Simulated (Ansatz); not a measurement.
Input and command of a calculation in Ansatz (plane waves; scalar-relativistic PAW potentials unless the input names others):

```yaml
crystal:
  lattice:
    - [0.0, 5.9286145131, 5.9286145131]
    - [5.9286145131, 0.0, 5.9286145131]
    - [5.9286145131, 5.9286145131, 0.0]
  atoms:
    - { symbol: Xx, position: [0.75, 0.75, 0.75] }
    - { symbol: Cs, position: [0.25, 0.25, 0.25] }
    - { symbol: "Y", position: [0.0, 0.0, 0.0] }
    - { symbol: Au, position: [0.5, 0.5, 0.5] }
    - { symbol: I, position: [0.718554306, 0.2224099784, 0.281445694] }
    - { symbol: I, position: [0.2224099784, 0.281445694, 0.7775900216] }
    - { symbol: I, position: [0.281445694, 0.7775900216, 0.718554306] }
    - { symbol: I, position: [0.2519278362, 0.7480721638, 0.2519278362] }
    - { symbol: I, position: [0.7480721638, 0.2519278362, 0.7480721638] }
    - { symbol: I, position: [0.7775900216, 0.718554306, 0.2224099784] }
basis:
  ecutwfc: 420
kpoints:
  mp_grid: { grid: [4, 4, 4] }
hamiltonian:
  xc: pbesol
scf:
  occupations: { method: gaussian, width: 0.05 }
  max_iter: 80
output:
  forces: true
  eigenvalues: true
  stress: true
```

```bash
ansatz run input.yaml --threads 2 --pin off --max-ram 5120MiB --backend cpu --events-out ev --progress --plain --runs-dir out
```

Task: What is wrong with this input?

Result: The program refuses it, because of an unknown element (crystal.atoms[0].symbol: "Cs" → "Xx"). With the sound run's settings it is accepted.

Abridged log:
```
Error: YAML parse error: error: line 7 column 17: `Xx` is not an element symbol (H … Og, case-exact)
 --> <input>:7:17
  |
5 |     - [5.9286145131, 5.9286145131, 0.0]
6 |   atoms:
7 |     - { symbol: Xx, position: [0.75, 0.75, 0.75] }
  |                 ^ `Xx` is not an element symbol (H … Og, case-exact)
8 |     - { symbol: Cs, position: [0.25, 0.25, 0.25] }
9 |     - { symbol: "Y", position: [0.0, 0.0, 0.0] }
  |
```